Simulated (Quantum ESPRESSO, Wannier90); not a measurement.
**Si (diamond), plane waves to Wannier functions**

Cell from Materials Project (mp-149), symmetrised, no further relaxation. This is the element's usual structure. Computed values, not measurements, from PBEsol: Quantum ESPRESSO (norm-conserving PseudoDojo potentials, cutoff 29 Ry, no spin polarisation, no spin-orbit coupling) on a Γ-centred 10×10×10 mesh, then Wannier90. Density: 10×10×10 mesh, cold smearing 0.01 Ry.

On the energy scale of pw.x, whose zero is arbitrary, the valence-band maximum lies at 6.11 eV.

Input w.win:

```
num_bands = 4
num_wann = 4
exclude_bands = 5-15
num_iter = 800
conv_tol = 1.0e-6
conv_window = 4
write_hr = true
write_u_matrices = true
auto_projections = true
begin unit_cell_cart
ang
    0.0000000000    2.7218500000    2.7218500000
    2.7218500000    0.0000000000    2.7218500000
    2.7218500000    2.7218500000    0.0000000000
end unit_cell_cart
begin atoms_frac
Si  -0.2500000000 -0.2500000000 -0.2500000000
Si   0.5000000000  0.5000000000  0.5000000000
end atoms_frac
mp_grid = 10 10 10
begin kpoints
0.0000000000 0.0000000000 0.0000000000
0.0000000000 0.0000000000 0.1000000000
0.0000000000 0.0000000000 0.2000000000
... (997 more lines: the 10x10x10 mesh through Gamma)
end kpoints
```

Input of pw2wannier90.x that gives the overlap and projection files (equivalent; here they were cut from one run over all bands):

```
&inputpp
  outdir = './out'
  prefix = 'pwscf'
  seedname = 'w'
  write_amn = .true.
  write_mmn = .true.
  scdm_proj = .true.
  scdm_entanglement = 'isolated'
/
```

Output w.wout (banner and timings cut):

```
                                    ------
                                    SYSTEM
                                    ------

                              Lattice Vectors (Ang)
                    a_1     0.000000   2.721850   2.721850
                    a_2     2.721850   0.000000   2.721850
                    a_3     2.721850   2.721850   0.000000

                   Unit Cell Volume:      40.32947  (Ang^3)

                        Reciprocal-Space Vectors (Ang^-1)
                    b_1    -1.154212   1.154212   1.154212
                    b_2     1.154212  -1.154212   1.154212
                    b_3     1.154212   1.154212  -1.154212

 *----------------------------------------------------------------------------*
 |   Site       Fractional Coordinate          Cartesian Coordinate (Ang)     |
 +----------------------------------------------------------------------------+
 | si   1  -0.25000  -0.25000  -0.25000   |   -1.36092  -1.36092  -1.36092    |
 | si   2   0.50000   0.50000   0.50000   |    2.72185   2.72185   2.72185    |
 *----------------------------------------------------------------------------*
                                ------------
                                K-POINT GRID
                                ------------

             Grid size = 10 x 10 x 10      Total points = 1000

 *---------------------------------- MAIN ------------------------------------*
 |  Number of Wannier Functions               :                 4             |
 |  Number of Objective Wannier Functions     :                 4             |
 |  Number of input Bloch states              :                 4             |
 |  Output verbosity (1=low, 5=high)          :                 1             |
 |  Timing Level (1=low, 5=high)              :                 1             |
 |  Optimisation (0=memory, 3=speed)          :                 3             |
 |  Length Unit                               :               Ang             |
 |  Post-processing setup (write *.nnkp)      :                 F             |
 |  Using Gamma-only branch of algorithms     :                 F             |
 *----------------------------------------------------------------------------*
 *------------------------------- WANNIERISE ---------------------------------*
 |  Total number of iterations                :               800             |
 |  Number of CG steps before reset           :                 5             |
 |  Trial step length for line search         :             2.000             |
 |  Convergence tolerence                     :         0.100E-05             |
 |  Convergence window                        :                 4             |
 |  Iterations between writing output         :                 1             |
 |  Iterations between backing up to disk     :               100             |
 |  Write r^2_nm to file                      :                 F             |
 |  Write xyz WF centres to file              :                 F             |
 |  Write on-site energies <0n|H|0n> to file  :                 F             |
 |  Use guiding centre to control phases      :                 F             |
 |  Use phases for initial projections        :                 F             |
 *----------------------------------------------------------------------------*
 *-------------------------------- PLOTTING ----------------------------------*
 |  Plotting Hamiltonian in WF basis          :                 T             |
 *----------------------------------------------------------------------------*

       ... (k-mesh section left out)

 Starting a new Wannier90 calculation ...

 Reading overlaps from w.mmn

 Reading projections from w.amn

 *------------------------------- WANNIERISE ---------------------------------*
 +--------------------------------------------------------------------+<-- CONV
 | Iter  Delta Spread     RMS Gradient      Spread (Ang^2)            |<-- CONV
 +--------------------------------------------------------------------+<-- CONV

 ------------------------------------------------------------------------------
 Initial State
  WF centre and spread    1  ( -0.680788, -0.680788, -2.041062 )     2.20544108
  WF centre and spread    2  ( -0.680788, -2.041062, -0.680788 )     2.20544108
  WF centre and spread    3  ( -2.041062, -0.680788, -0.680788 )     2.20544108
  WF centre and spread    4  ( -2.041062, -2.041062, -2.041062 )     2.20544108
  Sum of centres and spreads ( -5.443700, -5.443700, -5.443700 )     8.82176431

      0     0.882E+01     0.0000000000        8.8217643121  <-- CONV
        O_D=      0.0397918 O_OD=      0.6332608 O_TOT=      8.8217643 <-- SPRD
 ------------------------------------------------------------------------------
      1    -0.130E+00     0.1615142713        8.6916156362  <-- CONV
        O_D=      0.0180632 O_OD=      0.5248407 O_TOT=      8.6916156 <-- SPRD
      2    -0.394E-01     0.1011902062        8.6521779385  <-- CONV
        O_D=      0.0079268 O_OD=      0.4955393 O_TOT=      8.6521779 <-- SPRD
      3    -0.114E-01     0.0596049101        8.6407388435  <-- CONV
        O_D=      0.0034813 O_OD=      0.4885458 O_TOT=      8.6407388 <-- SPRD
      4    -0.373E-02     0.0414011411        8.6370087874  <-- CONV
        O_D=      0.0016506 O_OD=      0.4866464 O_TOT=      8.6370088 <-- SPRD
      5    -0.180E-02     0.0277895973        8.6352108687  <-- CONV
        O_D=      0.0006865 O_OD=      0.4858126 O_TOT=      8.6352109 <-- SPRD
       ... (lines left out)
     17    -0.106E-06     0.0002184624        8.6339926287  <-- CONV
        O_D=      0.0000000 O_OD=      0.4852808 O_TOT=      8.6339926 <-- SPRD
     18    -0.366E-07     0.0001271500        8.6339925921  <-- CONV
        O_D=      0.0000000 O_OD=      0.4852808 O_TOT=      8.6339926 <-- SPRD
     19    -0.186E-07     0.0000975731        8.6339925735  <-- CONV
        O_D=      0.0000000 O_OD=      0.4852808 O_TOT=      8.6339926 <-- SPRD
             <<<     Delta < 1.000E-06  over  4 iterations     >>>
             <<< Wannierisation convergence criteria satisfied >>>
 Final State
  WF centre and spread    1  ( -0.680462, -0.680462, -2.041388 )     2.15849814
  WF centre and spread    2  ( -0.680462, -2.041388, -0.680462 )     2.15849814
  WF centre and spread    3  ( -2.041388, -0.680462, -0.680462 )     2.15849814
  WF centre and spread    4  ( -2.041388, -2.041388, -2.041388 )     2.15849814
  Sum of centres and spreads ( -5.443700, -5.443700, -5.443700 )     8.63399257

         Spreads (Ang^2)       Omega I      =     8.148711741
        ================       Omega D      =     0.000000017
                               Omega OD     =     0.485280816
    Final Spread (Ang^2)       Omega Total  =     8.633992574
```
